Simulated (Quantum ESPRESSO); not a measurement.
## Cheap against tight settings: MgH2

```yaml
crystal:
  lattice:
    - [4.47669, 0.00000, 0.00000]
    - [0.00000, 4.47669, 0.00000]
    - [0.00000, 0.00000, 2.99254]
  atoms:
    - { symbol: Mg, position: [0.50000, 0.50000, 0.50000] }
    - { symbol: Mg, position: [0.00000, 0.00000, 0.00000] }
    - { symbol: H, position: [0.69557, 0.69557, 0.00000] }
    - { symbol: H, position: [0.30443, 0.30443, 0.00000] }
    - { symbol: H, position: [0.80443, 0.19557, 0.50000] }
    - { symbol: H, position: [0.19557, 0.80443, 0.50000] }
```
The cell comes from the Materials Project (a computed structure). It is MgH2 in P4₂/mnm. Stability against distortions was not tested.

Method: σ by PBE GIPAW (a modified build of Quantum ESPRESSO, JTH PAW datasets). The cutoff rises from row to row, with the meshes as listed. Costs are rough, from a shared machine. Shieldings are absolute and leave out the bulk-susceptibility term; a larger σ means a smaller chemical shift. The datasets of Mg hold no d projectors, which limits absolute σ on these atoms. The structure is static (0 K, no zero-point motion).

| setting | cutoff (Ha) | k-mesh | σ_iso Mg (ppm) | f-sum rule missed by (%) | rough cost ratio |
|---|---|---|---|---|---|
| A | 15.5 | 3×3×4 through Γ | 548.7 | 0.91 | about 1 |
| B | 17.5 | 2×2×3 shifted | 549.1 | 2.0 | 0.3 |
| C | 30 | 6×6×8 shifted | 547.6 | 0.00 | 8 |
| D | 40 | 8×8×11 shifted | 547.5 | 0.00 | 30 |

Largest change from the last row but one to the last: σ_iso Mg (ppm) by -0.1.
